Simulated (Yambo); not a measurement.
Yambo run on Mg$_{2}$ZnO$_{3}$ (space group P-3m1, No. 164). The wavefunctions are LDA (Quantum ESPRESSO, PseudoDojo norm-conserving, 84 Ry, no spin-orbit coupling) ones on a 6×6×2 mesh (29 occupied bands); a = 3.033 Å, b = 3.033 Å, c = 7.403 Å, α = 90.00°, β = 90.00°, γ = 120.00°.

Yambo input:

```
rim_cut
gw0
dyson
el_el_corr
HF_and_locXC
ppa
em1d
RandQpts= 1000000
RandGvec= 1 Ry
EXXRLvcs= 84 Ry
VXCRLvcs= 336 Ry
Chimod= "HARTREE"
% BndsRnXp
 7 | 43 |
%
NGsBlkXp= 8 Ry
% LongDrXp
 1.0 | 1.0 | 1.0 |
%
PPAPntXp= 27.2114 eV
% GbndRnge
 1 | 43 |
%
GTermKind= "BG"
DysSolver= "n"
ExtendOut
% QPkrange
 1 | 1 | 29 | 30 |
 2 | 2 | 29 | 29 |
%
```

k points by index: 1 = Γ, 2 = A.

The o-*.qp file then holds:

```
#    K-point    Band    Eo [eV]    E [eV]    E-Eo [eV]    Vxc [eV]    Vnlxc [eV]    Sc|Eo [eV]    Sc|E [eV]    dSc/dw|Eo [eV]    Re(Z)    Im(Z)
#
    1    29    -0.090594    -1.088772    -0.998178    -22.15921    -27.94491    4.505213    4.787522    -7.694722    0.779556    -0.001520
    1    30    2.868204    4.573681    1.705478    -15.04471    -10.63912    -2.363494    -2.700115    -5.370598    0.835165    -0.001138
    2    29    0.000000    -0.962659    -0.962659    -21.95782    -27.65034    4.459588    4.729864    -7.638525    0.780814    -0.001493
```
(The two width columns are left out.) Convergence of these settings isn't established.

Geometry of the Materials Project entry, not relaxed at this level.

The structure is a Materials Project entry; no match was found in the copy of COD used, and its stability was not checked.
